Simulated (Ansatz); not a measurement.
# Hf5TiN6: rattling a relaxed structure

It was reached by relaxing an invented guess, and it needn't be the stable form of this composition.

Method: Ansatz 0.2.0, DFT PBE, scalar-relativistic, plane waves, PAW. Plane waves to 420 eV, a k mesh through Γ of 12×12×4 on the computed 12-atom cell and Gaussian smearing (0.10 eV); no spin polarisation.

The cell below (12 atoms, space group P-6m2 (No. 187)) is relaxed within its symmetry.

```
Hf Ti N
1.0
     3.12860    0.00000    0.00000
    -1.56430    2.70945    0.00000
     0.00000    0.00000   16.20560
Hf Ti N
5 1 6
Direct
  0.33333 0.66667 0.16144
  0.33333 0.66667 0.50000
  0.33333 0.66667 0.83856
  0.00000 0.00000 0.33077
  0.00000 0.00000 0.66923
  0.00000 0.00000 0.00000
  0.66667 0.33333 0.92143
  0.66667 0.33333 0.24682
  0.66667 0.33333 0.58438
  0.66667 0.33333 0.07857
  0.66667 0.33333 0.41562
  0.66667 0.33333 0.75318
```

For the test it was strained at random (σ = 1.5 % a component), the atoms were moved at random (σ = 0.10 Å), and all was relaxed again on a coarse 12×12×2 mesh (in the run’s order of axes) with 0.20 eV smearing, with no symmetry imposed.

These runs have no spin–orbit coupling, which can matter for Hf.

Question: Does it come back?

Answer: It returns, within 1 meV/atom of the unmoved cell on that mesh and with the same symmetry when read at 0.1 Å. So it is stable against the distortions that fit this cell and that this random move excites. Modes that don't fit the cell aren't tested.
